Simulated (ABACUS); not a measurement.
Input and output of a self-consistent single point for a model cell of Cu (P6_3/mmc, 2 atoms in the cell; prototype structure) (ABACUS).

Computed with ABACUS with LDA (PW92), numerical atomic orbitals DZP (confined pseudo-atomic orbitals with Gaussian additions; energy shift 0.01 Ry), PseudoDojo 0.4 standard norm-conserving LDA (tails mended) pseudopotentials.

```
CELL_PARAMETERS angstrom
      2.55757     0.00000     0.00000
     -1.27879     2.21492     0.00000
      0.00000     0.00000     4.15246
ATOMIC_POSITIONS crystal
  Cu 0.33333 0.66667 0.25000
  Cu 0.66667 0.33333 0.75000
```

Reference input (self-consistent single point, DFT, LDA (PW92), numerical atomic orbitals DZP (confined pseudo-atomic orbitals with Gaussian additions; energy shift 0.01 Ry), PseudoDojo 0.4 standard norm-conserving LDA (tails mended) pseudopotentials): basis = DZP numerical atomic orbitals, energy shift 0.01 Ry; KPT = Gamma 10 10 6 0 0 0; basis_type = lcao; dft_functional = PWLDA; ecutwfc = 100 Ry; smearing_method = mp; smearing_sigma = 0.00734986 Ry; potentials = PseudoDojo 0.4 standard norm-conserving LDA (tails mended); symmetry = 1; symmetry_prec = 1e-05; ks_solver = genelpa; scf_nmax = 100. This run's input differs from it in these lines:

```diff
@@ -20,2 +20,3 @@
 out_mul              1
+gamma_only           1
 device               cpu
@@ -44,7 +45,2 @@
    1.2787872788    0.7383065950    3.1143435000 1 1 1
-# file: KPT
-K_POINTS
-0
-Gamma
-10 10 6 0 0 0
```

Output, abridged:

```
 SELF-CONSISTENT
 -------------------------------------------

                  longest orb rcut (Bohr) = 7.1
   longest nonlocal projector rcut (Bohr) = 1.78
                     search radius (Bohr) = 14.2

                          real space grid = [ 32, 32, 50 ]
                                 init_chg = atomic

 LCAO ALGORITHM --------------- ION=   1  ELEC=   1--------------------------------

 Density error is 0.11331057242
 E_KohnSham     -757.9672433679      -10312.6734071557
 E_Fermi        1.2872125213         17.5134248264

 LCAO ALGORITHM --------------- ION=   1  ELEC=   2--------------------------------

   [... lines left out ...]

   [... 32 blocks of this kind left out ...]

 LCAO ALGORITHM --------------- ION=   1  ELEC=  35--------------------------------

 Density error is 1.03430953883e-07
 E_KohnSham     -758.3403944620      -10317.7503882506
 E_Fermi        1.1690261560         15.9054168323

 LCAO ALGORITHM --------------- ION=   1  ELEC=  36--------------------------------

 Density error is 1.20731525069e-08
 E_KohnSham     -758.3403944619      -10317.7503882492
 E_KS(sigma->0) -758.3397190176      -10317.7411983582
 E_entropy(-TS) -0.0020263329        -0.0275696731
 E_Fermi        1.1690261705         15.9054170303
 charge density convergence is achieved
 final etot is -10317.750388 eV
 EFERMI = 15.90541703 eV

 STATE ENERGY(eV) AND OCCUPATIONS    NSPIN == 1
   [... 26 lines left out ...]

 TOTAL-FORCE (eV/Angstrom)
                       Cu1         0.0000000000         0.0000000000         0.0000000000
                       Cu2         0.0000000000         0.0000000000         0.0000000000

 TOTAL-STRESS (KBAR)
      -348.8179870990         0.0000000000         0.0000000000
         0.0000000000      -348.8180891697         0.0000000000
         0.0000000000         0.0000000000        39.8980097743
 TOTAL-PRESSURE: -219.246022 KBAR

 --------------------------------------------
 !FINAL_ETOT_IS -10317.7503882492001139 eV
 --------------------------------------------
```

The run converged in 36 iterations. Against the reference run the free energy drops by 3.59 eV/atom and the pressure goes from -10.76 to -21.92 GPa.

The cell was set up from a structure prototype or typed lattice constants and was not relaxed beforehand at this level. The atom-centred basis is finite, which shifts total energies and pressures against plane waves. This run is one point of a test of settings, so its values need not be converged; read them against the reference run alone. At this pressure the cell is far from its equilibrium volume at this level. With one or two k-points the zone of this small cell is coarsely sampled: energies, forces and stress carry that error and can break the symmetry, so a converged loop does not mean converged values.

Cost on one core: roughly 40 core-seconds.

The atomic orbitals were generated for these runs; they are not ABACUS's published sets and were checked against plane waves on a few crystals only.

“Tails mended”: in these copies of the files the far tail of each local potential was reset to the Coulomb form.
